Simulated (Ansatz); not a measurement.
An Ansatz (a program for electronic structure) run. Input:

Ansatz 0.2 input:
```yaml
crystal:
  lattice:
    - [4.0934573259, 0.0, 0.0]
    - [0.0, 4.0934573259, 0.0]
    - [0.0, 0.0, 4.0934573259]
  atoms:
    - { symbol: Ga, position: [0.0, 0.0, 0.0] }
    - { symbol: Ir, position: [0.0, 0.5, 0.5] }
    - { symbol: Ir, position: [0.5, 0.0, 0.5] }
    - { symbol: Ir, position: [0.5, 0.5, 0.0] }
    - { symbol: N, position: [0.5, 0.5, 0.5] }
kpoints:
  mp_grid: { grid: [7, 7, 7] }
  band_path:
    path:
      - [[0.0, 0.0, 0.0], [0.0, 0.5, 0.0], [0.5, 0.5, 0.0], [0.0, 0.0, 0.0], [0.5, 0.5, 0.5], [0.0, 0.5, 0.0]]  # Γ-X-M-Γ-R-X
      - [[0.5, 0.5, 0.5], [0.5, 0.5, 0.0]]  # R-M
    npoints: 12
basis: { xc_grid: 2 }
hamiltonian:
  xc: pbe
  pseudopotentials: { kind: paw }
magnetization: { noncollinear: true, spin_orbit: true }
scf:
  n_extra_bands: 13
  convergence: { dr2_threshold: 0.0000000001 }
  occupations: { method: gaussian, width: 0.05 }
output: { eigenvalues: true }
```

Output (shortened):

```
Pseudopotential: Ga, paw_fr, valence charge 13
Pseudopotential: Ir, paw_fr, valence charge 17
Pseudopotential: N, paw_fr, valence charge 5
Functional definition: PBE
non-collinear run that drives no moment, with spin-orbit …
Crystal: 5 atoms, lattice volume = 68.592 Å³
Basis set: ecut = 420 eV, 1357 PW (Γ), exchange–correlation on 60×60×60 points (8 copies of the dense FFT grid, shifted against one another)
Bands: 82, of which v1, the nominal top of the filled ones, is band 69 counted from 1 (68 counted from 0)
Symmetry: 48 space group operations + 48 with time reversal
k-points: 20 of 343
Projection manifold: j_resolved (fully-relativistic pseudo-atomic orbitals)
SCF iter   1: F=—  HF=-40066.395884 eV  |F-HF|=—  |Δ(HF+E_count)|=         —  Δρ=5.94e-2  dr2=2.61e0  dr2_m=0.00e0 (ungated)  ethr=3.10e-3  |M|=0.00e0 ∫|m|=0.00e0 μB  |m|>n=0.0e0 m-floor=0.0e0 τ_xc=0.0e0  β_m=0.30  ⟨swp⟩=5.4  Hψ=3375  notcnv=0
preconditioner: auto → Kerker (q_TF=auto, 2.731 Å⁻¹)
spin=Noncollinear: Kerker preconditioning applied to the charge; magnetization (m_x, m_y, m_z) channels mix plain (no charge-response kernel on spin).
SCF iter   2: F=—  HF=-40066.021940 eV  |F-HF|=—  |Δ(HF+E_count)|=   3.74e-1  Δρ=4.14e-2  dr2=1.28e0  dr2_m=0.00e0 (ungated)  ethr=3.10e-3  |M|=0.00e0 ∫|m|=0.00e0 μB  |m|>n=0.0e0 m-floor=0.0e0 τ_xc=0.0e0  β_m=0.63  ⟨swp⟩=1.1  Hψ=962  notcnv=0  defer=40
SCF iter   3: F=—  HF=-40065.669900 eV  |F-HF|=—  |Δ(HF+E_count)|=   3.52e-1  Δρ=9.08e-3  dr2=4.98e-2  dr2_m=0.00e0 (ungated)  ethr=1.86e-3  |M|=0.00e0 ∫|m|=0.00e0 μB  |m|>n=0.0e0 m-floor=0.0e0 τ_xc=0.0e0  β_m=0.62  ⟨swp⟩=2.3  Hψ=1179  notcnv=0  defer=108
SCF iter   4: F=—  HF=-40065.658015 eV  |F-HF|=—  |Δ(HF+E_count)|=   1.19e-2  Δρ=4.15e-3  dr2=1.00e-2  dr2_m=0.00e0 (ungated)  ethr=7.21e-5  |M|=0.00e0 ∫|m|=0.00e0 μB  |m|>n=0.0e0 m-floor=0.0e0 τ_xc=0.0e0  β_m=0.72  ⟨swp⟩=2.2  Hψ=1454  notcnv=0  defer=110
SCF iter   5: F=—  HF=-40065.656486 eV  |F-HF|=—  |Δ(HF+E_count)|=   1.53e-3  Δρ=1.70e-3  dr2=2.65e-3  dr2_m=0.00e0 (ungated)  ethr=1.45e-5  |M|=0.00e0 ∫|m|=0.00e0 μB  |m|>n=0.0e0 m-floor=0.0e0 τ_xc=0.0e0  β_m=0.67  ⟨swp⟩=2.2  Hψ=1211  notcnv=0  defer=110
SCF iter   6: F=—  HF=-40065.655549 eV  |F-HF|=—  |Δ(HF+E_count)|=   9.36e-4  Δρ=6.33e-4  dr2=2.31e-4  dr2_m=0.00e0 (ungated)  ethr=3.84e-6  |M|=0.00e0 ∫|m|=0.00e0 μB  |m|>n=0.0e0 m-floor=0.0e0 τ_xc=0.0e0  β_m=0.78  ⟨swp⟩=2.0  Hψ=1165  notcnv=0  defer=110
SCF iter   7: F=—  HF=-40065.655517 eV  |F-HF|=—  |Δ(HF+E_count)|=   3.19e-5  Δρ=1.68e-4  dr2=1.37e-5  dr2_m=0.00e0 (ungated)  ethr=3.35e-7  |M|=0.00e0 ∫|m|=0.00e0 μB  |m|>n=0.0e0 m-floor=0.0e0 τ_xc=0.0e0  β_m=0.89  ⟨swp⟩=2.1  Hψ=1104  notcnv=0  defer=110
SCF iter   8: F=—  HF=-40065.655530 eV  |F-HF|=—  |Δ(HF+E_count)|=   1.25e-5  Δρ=4.32e-5  dr2=1.06e-6  dr2_m=0.00e0 (ungated)  ethr=1.98e-8  |M|=0.00e0 ∫|m|=0.00e0 μB  |m|>n=0.0e0 m-floor=0.0e0 τ_xc=0.0e0  β_m=0.94  ⟨swp⟩=2.0  Hψ=1057  notcnv=0  defer=110
SCF iter  12: F=-40065.655526 eV  HF=-40065.655526 eV  |F-HF|=2.91e-11  |Δ(HF+E_count)|=  9.46e-11  Δρ=1.71e-7  dr2=2.24e-11  dr2_m=0.00e0 (ungated)  ethr=1.00e-12  |M|=0.00e0 ∫|m|=0.00e0 μB  |m|>n=0.0e0 m-floor=0.0e0 τ_xc=0.0e0  ⟨swp⟩=8.0  Hψ=2295  notcnv=0
SCF 1 converged in 12 iterations: F = -40065.655526 eV  dr2 = 2.24e-11
NSCF: frozen V_eff on 74 k-points
SCF converged after 12 iterations
Magnetization: |M| = 0.0000 μB,  M = (+0.0000, +0.0000, +0.0000) μB
Absolute magnetization: 0.0000 μB (∫|m|)
  site 0: m = (+0.0000, +0.0000, +0.0000) μB, |m| = 0.0000 μB  (R = 1.19 Å)
  site 1: m = (+0.0000, +0.0000, +0.0000) μB, |m| = 0.0000 μB  (R = 0.84 Å)
  site 2: m = (+0.0000, +0.0000, +0.0000) μB, |m| = 0.0000 μB  (R = 0.84 Å)
  site 3: m = (+0.0000, +0.0000, +0.0000) μB, |m| = 0.0000 μB  (R = 0.84 Å)
  site 4: m = (+0.0000, +0.0000, +0.0000) μB, |m| = 0.0000 μB  (R = 0.84 Å)
Free energy (F): -40065.655526 eV
Harris-Foulkes:  -40065.655526 eV  (|F-HF|=2.91e-11)
Internal energy: -40065.652604 eV  (E = F + TS)
E sigma→0 (E₀):  -40065.654065 eV
Entropy (-TS):   -0.002922 eV (-0.584 meV/atom)
Fermi energy:    19.928652 eV
--- Per-component energies (eV) ---
  E_band       = -418.831035
  E_kinetic    = 2122.176774
  E_local      = -5665.244298  (includes V_loc(G=0)·N_el)
  E_nonlocal   = 668.828748
  E_hartree    = 2305.994944
  E_xc         = -930.073473
  E_vxc        = -1031.123204  (∫ρ·V_xc dr)
  E_paw        = -29867.893169  (= ΣΔE_a)
  E_vpaw       = -1125.459127  (= ΣTr[D̂ρ^β])
  E_aug_tail   = 0.000225  (compensation charges beyond the density's cutoff)
  E_ewald      = -8699.442354
  E_smearing   = -0.002922  (= −TS)
  E_closure    = 0.000000  (closes the sum)
  Σ components = -40065.655526   (vs F -40065.655526, Δ=0.00e0)
  [band-id]    e_kinetic+e_local+e_nonlocal+2·e_hartree+e_vxc+e_vpaw+e_augmentation_tail = -418.830994   (vs E_band -418.831035, Δ=4.11e-5)
--- Band table (eV; the first three rows and the last of 20) ---
  k-point 0: bands = ["-72.4327", "-72.4327", "-72.4040", "-72.4040", "-72.4040", "-72.4040", "-39.4026", "-39.4026", "-39.4026", "-39.4026", "-39.3058", "-39.3058", "-26.3224", "-26.3224", "-26.0732", "-26.0732", "-26.0732", "-26.0732", "-25.6332", …
  k-point 1: bands = ["-72.4314", "-72.4314", "-72.4052", "-72.4052", "-72.4040", "-72.4040", "-39.4027", "-39.4027", "-39.3985", "-39.3985", "-39.3101", "-39.3101", "-26.3108", "-26.3108", "-26.0816", "-26.0816", "-26.0693", "-26.0693", "-25.6389", …
  k-point 2: bands = ["-72.4280", "-72.4280", "-72.4086", "-72.4086", "-72.4040", "-72.4040", "-39.4027", "-39.4027", "-39.3871", "-39.3871", "-39.3217", "-39.3217", "-26.2799", "-26.2799", "-26.1057", "-26.1057", "-26.0603", "-26.0603", "-25.6517", …
  k-point 19: bands = ["-72.4144", "-72.4144", "-72.4130", "-72.4130", "-72.4130", "-72.4130", "-39.3842", "-39.3842", "-39.3670", "-39.3670", "-39.3636", "-39.3636", "-26.3266", "-26.3266", "-26.0605", "-26.0605", "-26.0527", "-26.0527", "-25.8035", …
```

Cost: about 70 core-seconds (a rough figure) on shared cores.

Space group Pm-3m (anti-perovskite). The start of the workflow was typed in or built on a structure type; neither database checked (COD, Materials Project) lists it. Whether it is the stable phase at ambient conditions was not checked. Symmetry was held in the PBE relaxation; whether a distortion lowers the energy is not shown. No spin polarisation was allowed. The volume moved by 21 % from the start of the relaxation. Its formation energy is positive at this level, so the cell may be metastable or incomplete.

Potentials: the later of the program's two PAW sets.

Ansatz is a plane-wave DFT program.
